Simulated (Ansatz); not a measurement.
Equation of state of Bi from a dense series

```xyz
2
Lattice="2.2730 1.3123 3.9540 -2.2730 1.3123 3.9540 0.0000 -2.6246 3.9540" Properties=species:S:1:pos:R:3 pbc="T T T"
Bi    0.0000    0.0000    2.7744
Bi    0.0000    0.0000    9.0876
```

Atoms are numbered in the order listed.

The structure is an experimental refinement, used without relaxation.

No spin–orbit coupling, which matters for the heavy atoms here.

All numbers below come from Ansatz 0.2.0, DFT, PBEsol, all-electron LAPW, scalar-relativistic.

Numerical set-up: a Γ-centred 10×10×10 k mesh, Fermi–Dirac smearing of 0.03 eV, basis error target 0.5 meV/atom, no spin polarisation.

The cell is scaled evenly. Fractional coordinates are held (clamped ions).

| V (Å³/atom) | P (GPa) |
| --- | --- |
| 33.968 | 1.45 |
| 34.675 | 0.35 |
| 35.029 | -0.15 |
| 35.383 | -0.63 |
| 35.737 | -1.08 |
| 36.091 | -1.51 |
| 36.798 | -2.29 |
| 37.506 | -2.99 |

Question: Fit a third-order Birch–Murnaghan curve to the pressures.

Answer: P = (3B0/2)(y^(7/2) − y^(5/2))[1 + (3/4)(B0′ − 4)(y − 1)] with y = (V0/V)^(2/3) fits within 0.01 GPa for V0 = 34.920 Å³/atom, B0 = 49.3 GPa and B0′ = 4.57.

Question: Predict the pressure at the withheld volume, 33.260 Å³/atom.

Answer: There y = 1.0330, so the fit gives 2.68 GPa; the run gave 2.69 GPa.
